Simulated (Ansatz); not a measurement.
Input:

LuCl3:
```cif
data_Cl6Lu2
_chemical_formula_sum 'Lu2 Cl6'
_space_group_name_H-M_alt 'P 1'
_space_group_IT_number 1
_cell_length_a 9.51077
_cell_length_b 9.51077
_cell_length_c 3.49187
_cell_angle_alpha 90.000
_cell_angle_beta 90.000
_cell_angle_gamma 120.000
loop_
_space_group_symop_operation_xyz
  'x, y, z'
loop_
_atom_site_label
_atom_site_type_symbol
_atom_site_fract_x
_atom_site_fract_y
_atom_site_fract_z
_atom_site_occupancy
Lu1 Lu 0.66667 0.33333 0.25000 1
Lu2 Lu 0.33333 0.66667 0.75000 1
Cl1 Cl 0.78409 0.21591 0.75000 1
Cl2 Cl 0.21591 0.78409 0.25000 1
Cl3 Cl 0.56817 0.78409 0.25000 1
Cl4 Cl 0.43183 0.21591 0.75000 1
Cl5 Cl 0.78409 0.56817 0.75000 1
Cl6 Cl 0.21591 0.43183 0.25000 1
```

This is the r²SCAN-relaxed structure.

Problem. All from r²SCAN in the plane-wave PAW code Ansatz, unless another level is named. Estimate the formation energy from the elements (no fitted shifts).

Solution. -2388 meV/atom.

Problem. Next, the band gap?

Solution. 4.16 eV (smallest direct gap 4.17 eV).

Problem. What about the valence-band maximum?

Solution. on the Γ–A line, 38 % of the way from Γ.

Problem. Give the conduction-band minimum.

Solution. at Γ.

Space group P6_3/mmc. The first step of the workflow began from a Materials Project structure, measured or hypothetical; the Crystallography Open Database copy checked does not list it. Its standing as an ambient phase is unchecked. Symmetry was held in the r²SCAN relaxation; whether a distortion lowers the energy is not shown. A crystal of weakly bound chains computed without a dispersion correction: the cell and the soft elastic constants depend strongly on that. The references are the lowest solids computed at this level, not always the standard phases (solids in place of the gases). Scalar-relativistic: spin–orbit coupling is off unless named, which matters more the heavier the elements.

Potentials: the later of the program's two PAW sets.
